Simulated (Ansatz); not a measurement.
MgO (rock salt) is sheared across one {100} plane: the third cell vector gains the shift, so faults repeat every 6.4 Å. The cut lies between planes 2.13 Å apart; the cell height is held.

```
CELL_PARAMETERS angstrom
      3.00835     0.00000     0.00000
      0.00000     3.00835     0.00000
      1.50418     1.50418     6.38167
ATOMIC_POSITIONS crystal
  O  0.00000 0.00000 0.83333
  O  0.33333 0.33333 0.16667
  O  0.66667 0.66667 0.50000
  Mg 0.50000 0.50000 0.83333
  Mg 0.83333 0.83333 0.16667
  Mg 0.16667 0.16667 0.50000
```

In-plane vectors a = (3.008, 0.000) Å, b = (0.000, 3.008) Å, area 9.05 Å². The shift is s times the vector a + b (length 4.254 Å), so s = 1 restores the start. The shift is rigid: no atom relaxes. γ = [E(shift) − E(0)] / area.

The numbers are results of PBE (plane waves to 420 eV, PAW, scalar-relativistic; Ansatz, a program for electronic structure), not measurements. k mesh 9×9×9 (Γ-centred), Fermi-Dirac smearing 0.05 eV. E is the zero-smearing estimate. Faults lie only 6.4 Å apart, and holding the cell height and the atoms raises γ above its relaxed value. MgO was relaxed with its symmetry unable to fall. The PAW data are Ansatz's earlier set. The zero of γ is zero shift.

| s | γ (mJ/m²) |
|---|---|
| 0.000 | 0 |
| 0.083 | 387 |
| 0.167 | 1543 |
| 0.250 | 3360 |
| 0.333 | 5496 |
| 0.417 | 7321 |
| 0.500 | 8060 |
| 0.583 | 7321 |
| 0.667 | 5496 |
| 0.750 | 3360 |
| 0.833 | 1543 |
| 0.917 | 387 |

Problem. Does γ have a local minimum between the ends of the line, and at which s?

Solution. No computed point is one.

Problem. By a periodic cubic spline through the points, what shear stress does the steepest rise of γ from s = 0 correspond to?

Solution. 61 GPa. A slope of 1 mJ/m² per Å is 0.01 GPa.

(The slope of γ gives the shear force per area between the displaced halves; near zero shift its curvature is an elastic stiffness.)
